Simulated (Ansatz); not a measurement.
GaIr: energy along a strain

GaIr, Pm-3m, a = 3.004 Å (as given, not relaxed at this level: 5.7 GPa). The structure is a COD entry; whether it is the stable form wasn't checked. Ansatz: r2SCAN, PAW, 500 eV, Γ-centred 16×16×16 mesh on 2 atoms, Gaussian smearing 0.15 eV; no spin polarisation. Cell vectors (Å): 3.004 0.000 0.000; 0.000 3.004 0.000; 0.000 0.000 3.004. The cell is strained by x per cent times the pattern (0 0 0 1 0 0) in the order xx yy zz yz xz xy (engineering shears), with fractional coordinates held. y is the free energy over the start, V0 = 13.554 Å³/atom. Symmetry makes y even in x.

```tsv
x (%)	y (meV/atom)
-4.00	5.65
-2.00	1.37
0.00	0.00
0.50	0.08
1.00	0.34
1.50	?
2.50	2.16
3.00	3.13
3.50	4.29
```

Q: Fit y = c2 x² + c4 x⁴ to the other rows, get the stiffness along the pattern, and predict the missing energy.

A: Least squares on the rows shown. y = 0.3403 x² + 0.0008026 x⁴. The clamped-ion stiffness p·C·p = 2 × 3.403 eV × 160.2 / 13.554 Å³ = 80 GPa, which is C44 in these axes (second derivative at the start, which stands under stress). At x = 1.50 the fit asked for gives 0.77 meV/atom. The run gave 0.76 meV/atom, so the fit is 0.01 meV/atom too high, a small miss on the scale of the series.

Spin–orbit coupling is left out, which can shift energies with elements as heavy as these.